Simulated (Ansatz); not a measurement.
Cell and atoms are relaxed with the symmetry kept. Start:

```xyz
8
Lattice="5.8288 0.0000 0.0000 0.0000 3.7438 0.0000 0.0000 0.0000 6.1892" Properties=species:S:1:pos:R:3 pbc="T T T"
Ge    1.0883    0.9360    3.6360
Ge    1.8261    2.8079    0.5414
Ge    4.0027    0.9360    5.6477
Ge    4.7405    2.8079    2.5532
Pt    5.8179    0.9360    1.1944
Pt    2.9253    2.8079    4.2890
Pt    2.9035    0.9360    1.9002
Pt    0.0109    2.8079    4.9948
```

The calculation used Ansatz, DFT PBEsol, scalar-relativistic, plane waves, PAW.

Settings: cutoff 420 eV, Γ-centred mesh 6×10×6 on the computed 8-atom cell, Gaussian smearing of 0.10 eV; no spin polarisation.

Q: What does it relax to?

A: The volume decreases by 0.71 Å³/atom to 16.18 Å³/atom, and the energy falls by 14.8 meV/atom. Final structure:
```
CELL_PARAMETERS angstrom
5.74017 0.00000 0.00000
0.00000 3.70056 0.00000
0.00000 0.00000 6.09224
ATOMIC_POSITIONS crystal
Ge 0.18485 0.25000 0.58802
Ge 0.31515 0.75000 0.08802
Ge 0.68485 0.25000 0.91198
Ge 0.81515 0.75000 0.41198
Pt 0.00078 0.25000 0.19116
Pt 0.49922 0.75000 0.69116
Pt 0.50078 0.25000 0.30884
Pt 0.99922 0.75000 0.80884
```

Course of the relaxation (steps run on the plane waves of an earlier cell, and the basis is chosen afresh near the end, so energy and pressure can step there; trial steps that raised the energy were taken back; energies are free energies):

```
step E − E_final (meV/atom) largest force component (eV/Å) P (GPa) V (Å³/atom)
   1                    14.8                           0.055    -6.54        16.88
   2                    15.8                           0.181     7.62        15.51
   3                    -0.1                           0.015    -0.70        16.24
   4                    -0.2                           0.004     0.06        16.17
   5                    -0.2                           0.005     0.00        16.18
   6                    -0.2                           0.000     0.00        16.18
   7                     0.0                           0.000     0.01        16.18
```

Spin–orbit coupling is left out, which can shift energies with elements as heavy as these.

Cost: 1 run of about 7.5 core-minutes, on Arm Neoverse V2 (shared hosts).